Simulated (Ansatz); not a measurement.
# Structure relaxation, Nb

The start is a relaxed Nb cell displaced along its unstable phonon at q = (0, 0, ½) of its primitive reciprocal cell (111i cm⁻¹), largest move 0.15 Å. Cell shape, volume and atoms are optimised at zero target pressure with r2SCAN (plane waves to 500 eV, PAW, scalar-relativistic; Ansatz, a program for electronic structure). First-step values are on the input's coarse k-mesh.

Ansatz input (later rounds restart from its end on a renewed k-mesh):
Ansatz 0.2 input:
```yaml
crystal:
  lattice:
    - [2.8606242255, 0, 0]
    - [-1.4303121128, 2.47737325, 0]
    - [0, 0, 5.427398647]
  atoms:
    - { symbol: Nb, position: [-0.0302740009, -0.0605480018, 0] }
    - { symbol: Nb, position: [0.0302740009, 0.0605480018, 0.5] }
basis: { ecutwfc: 500, ecutrho_ratio: 4, xc_grid: 4, fft_grid_basis: typed }
kpoints: { mp_grid: { grid: [13, 13, 6] } }
hamiltonian:
  xc: r2scan
  dispersion: none
  pseudopotentials: { azcp: { folder: ./paw }, kind: paw }
scf: { occupations: { method: fermi_dirac, width: 0.05 } }
relax: { f_tol: 0.01, max_steps: 100, cell: { stress_tol: 0.02 } }
output: { forces: true, stress: true }
```

```yaml
largest_initial_force: 0.48 eV/Å, on Nb1, Nb2 (atoms numbered as listed)
energy_released: 0.38 eV/atom
Shortest distances (start → end): "The closest pairs of elements (up to four, under 3.6 Å), start → end: Nb–Nb 2.73 → 2.64 Å"
band_gap_at_the_end: no gap (metallic)
optimiser_moves: 20
```

Final structure:

```cif
data_Nb4
_chemical_formula_sum 'Nb4'
_space_group_name_H-M_alt 'Cmcm'
_space_group_IT_number 63
_space_group_name_Hall '-C 2c 2'
_cell_length_a 2.64079
_cell_length_b 5.60156
_cell_length_c 4.99734
_cell_angle_alpha 90.000
_cell_angle_beta 90.000
_cell_angle_gamma 90.000
loop_
_atom_site_label
_atom_site_type_symbol
_atom_site_symmetry_multiplicity
_atom_site_Wyckoff_symbol
_atom_site_fract_x
_atom_site_fract_y
_atom_site_fract_z
_atom_site_occupancy
Nb1 Nb 4 c 0.00000 0.13384 0.75000 1
```
(The calculation used a cell of 2 atoms; values per cell refer to that cell.)

Final values are on a 19×19×9 k-mesh of the relaxed cell. No spin polarisation in the result.

The run could not lose the symmetry of its start: the end is stationary, and may be a saddle point rather than a minimum.

The relaxed structure here is a generated cell of Nb: the first start was made by placing the elements on the sites of a structure type, and the end was not matched to a known phase here, so it may be hypothetical. Known forms of Nb include space group No. 229.
